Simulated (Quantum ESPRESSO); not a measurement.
Kohn-Sham bands of Ca$_{3}$BiN (anti-perovskite)

```
CELL_PARAMETERS angstrom
      4.90035     0.00000     0.00000
      0.00000     4.90035     0.00000
      0.00000     0.00000     4.90035
ATOMIC_POSITIONS crystal
  Ca 0.50000 0.00000 0.50000
  Ca 0.00000 0.50000 0.50000
  Ca 0.50000 0.50000 0.00000
  Bi 0.00000 0.00000 0.00000
  N  0.50000 0.50000 0.50000
```

Materials Project entry mp-31149; symmetrised, unrelaxed at this level. COD (Crystallography Open Database) has an entry of this formula and space group (matched by these alone). Level: LDA, no spin polarisation, no spin-orbit coupling; pw.x of Quantum ESPRESSO at 68 Ry with PseudoDojo potentials, 4×4×4 k-points, Wannier90. Density: 6×6×6 mesh, Gaussian smearing 0.01 Ry. Spin-orbit coupling is left out although heavy elements are present.

Energies are relative to the valence-band maximum; weights are on the orthonormalised atomic waves of the pseudopotential files, averaged over the group. 50 electrons a cell are treated as valence.

Question: Into which isolated groups do the bands fall, where do they lie and what are they made of?

Answer: 
| bands | from (eV) | to (eV) | filling | weight on atomic waves |
|---|---|---|---|---|
| 1–3 | -40.17 | -40.09 | filled | Ca 3s 98 % |
| 4–17 | -21.93 | -21.09 | filled | Ca 3p 64 %, Bi 5d 36 % |
| 18 | -12.11 | -11.15 | filled | N 2s 85 %, Ca 4s 11 % |
| 19 | -10.52 | -10.18 | filled | Bi 6s 88 %, Ca 4s 9 % |
| 20–25 | -3.36 | 0.00 | filled | N 2p 40 %, Bi 6p 40 %, Ca 4s 9 % |

The Kohn-Sham gap over both meshes and the path is 0.35 eV.
